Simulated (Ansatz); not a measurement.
Field gradients at the nuclei in Sr3AlN3

The cell is a Materials Project structure (computed, not necessarily an observed phase), taken as it stands.

Space group P6_3/m (No. 176); a = 7.6614, c = 5.3959 Å, γ = 120.00°.

| site | Wyckoff | site symmetry | x | y | z |
| --- | --- | --- | --- | --- | --- |
| Sr | 6h | m.. | 0.9278 | 0.6406 | 0.2500 |
| Al | 2c | -6.. | 0.6667 | 0.3333 | 0.7500 |
| N | 6h | m.. | 0.8939 | 0.5895 | 0.7500 |

One atom of each set is listed.

Level of theory: DFT, PBE, plane waves and PAW, scalar-relativistic, 420 eV cutoff, Γ-centred 4×4×5 k-points, Fermi–Dirac smearing 0.02 eV (Ansatz 0.2.0).

V_zz is the principal component of the electric field gradient with the largest magnitude, η = (V_xx − V_yy)/V_zz and C_Q = eQV_zz/h.

⁸⁷Sr: I = 9/2, Q = 305.0 mb; 27Al: I = 5/2, Q = 146.6 mb; ¹⁴N: I = 1, Q = 20.44 mb. Q values from Pyykkö, Mol. Phys. 116, 1328 (2018).

```
site  atoms                               first shell  V_zz (10²¹ V/m²)     η  C_Q (MHz)
  Sr      6                        5 N at 2.55–2.83 Å             11.16  0.03       82.3
  Al      2                             3 N at 1.86 Å              6.81  0.00       24.1
   N      6  1 Al at 1.86 Å; also 5 Sr at 2.55–2.83 Å             -1.97  0.37     -0.972
```

An axis of threefold or higher order runs through Al, so V_zz lies along it and η is zero.

Without spin–orbit coupling (the program notes it for Sr) the gradients can shift somewhat, as the gap is small. With a gap of 0.5 eV on this mesh, the gradients can still move by some per cent as the k-mesh gets denser.
